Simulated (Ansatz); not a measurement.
**Structure optimisation: manganese, dhcp**

These are results of Ansatz, DFT, r2SCAN, plane waves (500 eV) with PAW, scalar-relativistic, not measurements. (PAW data from PBE, frozen cores regenerated.)

k-point mesh 14×14×4, Fermi-Dirac smearing 0.1 eV, no spin polarisation. Cell and atoms relax.

Starting structure:

```yaml
crystal:
  lattice:
    - [2.5517868831, 0.0, 0.0]
    - [-1.2758934415, 2.2099122658, 0.0]
    - [0.0, 0.0, 8.3341359602]
  atoms:
    - { symbol: Mn, position: [0.0, 0.0, 0.0] }
    - { symbol: Mn, position: [0.0, 0.0, 0.5] }
    - { symbol: Mn, position: [0.3333333333, 0.6666666667, 0.25] }
    - { symbol: Mn, position: [0.6666666667, 0.3333333333, 0.75] }
hamiltonian:
  xc: r2scan
  pseudopotentials:
    kind: paw
    azcp:
      Mn: "pseudopotentials/Mn.paw.azcp"
basis:
  ecutwfc: 500
  fft_grid_basis: typed
kpoints:
  mp_grid: { grid: [14, 14, 4], shift: [0, 0, 0] }
magnetization:
  spin_polarized: false
scf:
  occupations: { method: fermi_dirac, width: 0.1 }
relax:
  max_steps: 60
  f_tol: 0.01
  cell: {}
```

Problem. What cell does the relaxation end in?

Solution. P6_3/mmc with a = 2.460 Å, c = 7.958 Å (c/a = 3.235); 10.42 Å³ per atom against 11.75 at the start (-11.3 %).

Problem. How much energy does the relaxation gain?

Solution. 131.0 meV per atom.

Path of the relaxation (the plane waves are chosen anew near the end, which can shift the energy a little):

```csv
step,E − E(final) (meV/atom),V (Å³/atom),P (GPa),max force (eV/Å)
0,130.99,11.750,-28.24,0.000
1,4.02,10.637,-5.96,0.000
2,-0.07,10.374,1.50,0.000
3,-0.28,10.425,-0.04,0.000
4,-0.28,10.424,0.00,0.000
5,0.00,10.424,-0.04,0.000
```

Spin polarisation is off here; a magnetic state may lie lower.
